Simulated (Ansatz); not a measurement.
A geometry of Si2Ni away from equilibrium: step 2 of the relaxation of a relaxed Si2Ni cell displaced along its unstable phonon at q = (½, ½, 0) of its primitive reciprocal cell (96i cm⁻¹), largest move 0.15 Å. Calculation: PBE (plane waves to 420 eV, PAW, scalar-relativistic; Ansatz, an electronic-structure program). Γ-centred k-mesh 9×9×5 on the run's cell (coarser than for final values), Fermi–Dirac smearing 0.05 eV.

```
CELL_PARAMETERS angstrom
      7.06760    -0.00132     0.00000
      3.53314     3.53314     0.00000
      0.00000     0.00000     6.23130
ATOMIC_POSITIONS crystal
  Si 0.00000 0.00000 0.02741
  Si 0.50000 0.00000 0.97259
  Si 0.00000 0.50000 0.00073
  Si 0.50000 0.50000 0.99927
  Si 0.25526 0.99970 0.38198
  Si 0.74474 0.00030 0.38198
  Si 0.75526 0.48977 0.61802
  Si 0.24474 0.51023 0.61802
  Ni 0.23275 0.00090 0.75286
  Ni 0.76725 0.99910 0.75286
  Ni 0.73275 0.53360 0.24714
  Ni 0.26725 0.46640 0.24714
```

Problem. Which atoms carry the largest force, and which way does it point?

Solution. 0.18 eV/Å, on Si1, Si2, Ni9, Ni10, Ni11, Ni12 (atoms numbered as listed); on Si1 its components are (0.00, 0.00, 0.18).

Problem. What is the pressure?

Solution. +0.1 GPa, compression positive.

Problem. How much energy per atom can still be gained by relaxing?

Solution. 0.11 eV/atom; the path ends in Pbcm (No. 57).

No spin polarisation in the result. A magnetic state may lie lower.

The run could not lose the symmetry of its start: the end is stationary, and may be a saddle point rather than a minimum.

The end of the path is a generated cell of Si2Ni: the first start was made by placing the elements on the sites of a structure type, and the end was not matched to a known phase here, so it may be hypothetical. Known forms of Si2Ni include space group No. 225.
